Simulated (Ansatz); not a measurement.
The elements of this relaxed trial crystal are hidden behind letters.

```
lattice vectors (Å)
   3.7473    0.0000    0.0000
  -1.8736    3.2452    0.0000
   0.0000    0.0000   12.4117
fractional positions
X 0.6667 0.3333 0.0125
X 0.6667 0.3333 0.4928
X 0.0000 0.0000 0.2531
Z 0.0000 0.0000 0.7562
Q 0.6667 0.3333 0.1939
Q 0.6667 0.3333 0.6729
Q 0.0000 0.0000 0.4343
Q 0.0000 0.0000 0.9541
```

Computed with DFT PBE, scalar-relativistic, plane waves, PAW (Ansatz). The final run on the 8-atom cell used 420 eV, a Γ-centred 6×6×2 mesh, 0.02 eV smearing and no spin polarisation.

- Space group: P3m1 (No. 156)
- Conventional cell: a = 3.747 Å, c = 12.412 Å
- Volume per atom: 18.87 Å³
- Density: 4.49 g/cm³
- Energy over the elements: −0.733 eV/atom
- Gap on the 6×6×2 mesh of the 8-atom cell: 2.61 eV

Energies are uncorrected and count from the elements' standard states at the same level.

Question: X is an s-block element of period 2, Z is a d-block element of period 4 and Q is a p-block element of period 4. Which elements are they?

Answer: X = Be, Z = Zn, Q = Se, so the formula is Be3ZnSe4. Density times volume gives a mean mass of 4.49 × 18.87/1.6605 = 51.0 u per atom, and this set has 51.0 u. Among the elements that the hints allow, noble gases aside, only these give it. Around Be on its first site lie 4 Se at 2.25–2.28 Å; Zn is surrounded by 4 Se at 2.40–2.46 Å; Se on its first site is surrounded by 4 Be at 2.25–2.28 Å; 5 more sites not described.

Kohn–Sham gaps at this level usually fall short of measured ones. A later test with randomly moved atoms came back to the same energy, though modes that don't fit the test's cell weren't probed.
